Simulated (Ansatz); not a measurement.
C₉H₈CdF₆N₄O₂Si:
```cif
data_C9H8CdF6N4O2Si
_chemical_formula_sum 'Cd1 Si1 F6 N4 C9 H8 O2'
_space_group_name_H-M_alt 'P4/mmm'
_space_group_IT_number 123
_space_group_name_Hall '-P 4 2'
_cell_length_a 7.44008
_cell_length_b 7.44008
_cell_length_c 7.94604
_cell_angle_alpha 90.000
_cell_angle_beta 90.000
_cell_angle_gamma 90.000
loop_
_atom_site_label
_atom_site_type_symbol
_atom_site_symmetry_multiplicity
_atom_site_Wyckoff_symbol
_atom_site_fract_x
_atom_site_fract_y
_atom_site_fract_z
_atom_site_occupancy
Cd1 Cd 1 a 0.00000 0.00000 0.00000 1
Si1 Si 1 b 0.00000 0.00000 0.50000 1
F1 F 2 g 0.00000 0.00000 0.28034 1
F2 F 4 k 0.16147 0.16147 0.50000 1
N1 N 4 l 0.00000 0.31462 0.00000 1
C1 C 8 s 0.00000 0.40644 0.14553 1
H1 H 8 s 0.00000 0.32981 0.26264 1
C2 C 1 d 0.50000 0.50000 0.50000 1
O1 O 2 h 0.50000 0.50000 0.35271 1
```

Relaxed with PBE+D3(BJ). Plane-wave PAW PBE+D3(BJ) (Ansatz code) gives a gap of 2.52 eV.

What gap does HSE06 give on the same cell (Ansatz, PAW)?

4.08 eV, 1.56 eV more. The hybrid was solved on a coarser mesh and at special points; its gap is the smallest among all of these.

| k | v1 PBE+D3(BJ) | c1 PBE+D3(BJ) | v1 HSE06 | c1 HSE06 |
|---|---|---|---|---|
| Γ | 0.00 | 2.68 | [?] | [?] |
| Z | -0.03 | 2.70 | [?] | [?] |
| M | -0.80 | 2.52 | -0.82 | 4.08 |
| A | -0.78 | 2.55 | [?] | [?] |
| R | -0.43 | 2.69 | [?] | [?] |
| X | -0.41 | 2.67 | -0.45 | 4.26 |

Top valence (v1) and lowest conduction level (c1) in eV from each method's valence maximum (which need not be a listed point): supply the withheld HSE06 values.


- A, v1 HSE06: -0.81
- A, c1 HSE06: 4.11
- R, v1 HSE06: -0.47
- R, c1 HSE06: 4.29
- Γ, v1 HSE06: 0.00
- Γ, c1 HSE06: 4.28
- Z, v1 HSE06: -0.02
- Z, c1 HSE06: 4.30

Cost on shared cores: the PBE+D3(BJ) run (SCF on a 4×4×4 mesh, then bands and DOS) around 10 core-minutes (rough), the HSE06 run (SCF on 3×3×2, then a few points) roughly 28 core-minutes; the tasks are unlike.

The cell is a constructed one: a structure type filled with these elements; neither database checked (COD, Materials Project) lists it. Whether it is the stable phase at ambient conditions was not checked. Symmetry was held in the PBE+D3(BJ) relaxation; whether a distortion lowers the energy is not shown. Scalar-relativistic: spin–orbit coupling is off unless named, which matters more the heavier the elements.

Potentials: the later of the program's two PAW sets.
